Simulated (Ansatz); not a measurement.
One crystal and one scan (energy against volume) at two levels, PBE (plane waves to 420 eV, PAW, scalar-relativistic; Ansatz, a first-principles code) and r2SCAN (plane waves to 500 eV, PAW, scalar-relativistic; Ansatz), each from its own relaxed cell and on its own mesh. The cell shown is that of PBE.

HgTe (zinc blende)

```xyz
2
Lattice="0.0000 3.3253 3.3253 3.3253 0.0000 3.3253 3.3253 3.3253 0.0000" Properties=species:S:1:pos:R:3 pbc="T T T"
Te     4.9880     4.9880     4.9880
Hg     0.0000     0.0000     0.0000
```

The volume is varied about the relaxed value V₀ at fixed cell shape. Symmetry pins the atoms to their sites.

E stands for the smeared free energy. HgTe was relaxed with its symmetry unable to fall. Spin-orbit coupling is left out, though Hg and Te are heavy. Percentages come from the unrounded values. Both scans cover V/V₀ from 0.900 to 1.100.

| quantity | PBE | r2SCAN | PBE − r2SCAN |
|---|---|---|---|
| Lattice constant a (Å) | 6.651 | 6.573 | +0.078 (+1.2 %) |
| Pressure at the smallest volume (GPa) | 4.7 | 5.5 | -0.8 (-14 %) |
| Energy cost of the largest compression (meV/atom) | 49 | 55 | -6 (-11 %) |
| Energy cost of the largest expansion (meV/atom) | 32 | 37 | -5 (-12 %) |
| Bulk modulus B₀ (third-order Birch-Murnaghan fit) (GPa) | 34.2 | 40.1 | -5.9 (-15 %) |
| Pressure derivative B₀′ (fit) | 5.2 | 5.1 | +0.1 (+2 %) |
| Pressure for 5 % compression (fit) (GPa) | 2.0 | 2.3 | -0.3 (-14 %) |

PBE gives the higher value for: lattice constant a. PBE gives the lower value for: pressure at the smallest volume; energy cost of the largest compression; energy cost of the largest expansion; bulk modulus B₀; pressure for 5 % compression. (PBE) At this level the bands of HgTe touch or barely overlap. (r2SCAN) At this level the bands of HgTe touch or barely overlap. For the lattice constant a the reference is 6.46 Å (measured, room temperature or unstated; as given in R. J. Cava, Huiwen Ji, M. K. Fuccillo et al., Journal of Materials Chemistry C (2013), arXiv:1302.1059): both lie above it, neither clearly nearer. For the bulk modulus B₀ the reference is 42.3 GPa (measured, room temperature or unstated; as given in Cormac Toher, Corey Oses, Jose J. Plata et al., Physical Review Materials (2017), arXiv:1611.05714): it holds thermal shifts, so no verdict is drawn. 

ΔE (meV/atom), each from the relaxed starting cell of its own level:

```json
[
 {"V/V₀": "0.900", "PBE": "49", "r2SCAN": "55"},
 {"V/V₀": "0.920", "PBE": "30", "r2SCAN": "34"},
 {"V/V₀": "0.940", "PBE": "16", "r2SCAN": "18"},
 {"V/V₀": "0.960", "PBE": "7", "r2SCAN": "8"},
 {"V/V₀": "0.980", "PBE": "2", "r2SCAN": "2"},
 {"V/V₀": "1.000", "PBE": "0", "r2SCAN": "0"},
 {"V/V₀": "1.020", "PBE": "2", "r2SCAN": "2"},
 {"V/V₀": "1.040", "PBE": "6", "r2SCAN": "7"},
 {"V/V₀": "1.060", "PBE": "13", "r2SCAN": "14"},
 {"V/V₀": "1.080", "PBE": "21", "r2SCAN": "24"},
 {"V/V₀": "1.100", "PBE": "32", "r2SCAN": "37"}
]
```

(A scan under strain: stresses follow from slopes of the energy per volume, elastic moduli from its curvatures.)
